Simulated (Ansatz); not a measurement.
Cu Kα1 powder pattern (kinematic, no thermal factors).
2θ (°) (relative intensity): 20.39 (2), 24.39 (2), 25.56 (31), 25.63 (100), 26.98 (1), 29.66 (2), 38.12 (5), 42.40 (46), 42.49 (50), 45.42 (3), 47.57 (1), 50.17 (14), 50.25 (29), 50.28 (15), 58.39 (1), 61.59 (15), 63.94 (1), 67.70 (4), 67.80 (5), 67.89 (12), 71.53 (2), 74.84 (1), 77.50 (5), 77.69 (15), 77.75 (8), 79.83 (1), 83.29 (2), 83.38 (6), 83.44 (6), 86.89 (1)

The pattern is computed from a structure relaxed with DFT PBE, scalar-relativistic, plane waves, PAW (Ansatz 0.2.0). No spin polarisation. Its elements are As, Ga, In.

Q: Give the structure.

A: In3Ga2As5.
Space group R3m:H (No. 160). a = 4.251 Å, b = 4.251 Å, c = 52.227 Å, α = 90.00°, β = 90.00°, γ = 120.00°
```tsv
atom	site	symmetry	x	y	z
In	3a	3m	0.0000	0.0000	0.0030
In	3a	3m	0.0000	0.0000	0.1973
In	3a	3m	0.3333	0.6667	0.2668
Ga	3a	3m	0.3333	0.6667	0.0689
Ga	3a	3m	0.6667	0.3333	0.1313
As	3a	3m	0.0000	0.0000	0.0543
As	3a	3m	0.3333	0.6667	0.1167
As	3a	3m	0.6667	0.3333	0.1789
As	3a	3m	0.0000	0.0000	0.2483
As	3a	3m	0.3333	0.6667	0.3178
```

A pattern alone doesn't exclude other cells with like lines; this is the one computed.

The structure comes from a generated guess; another structure or a mixture of phases may lie lower.
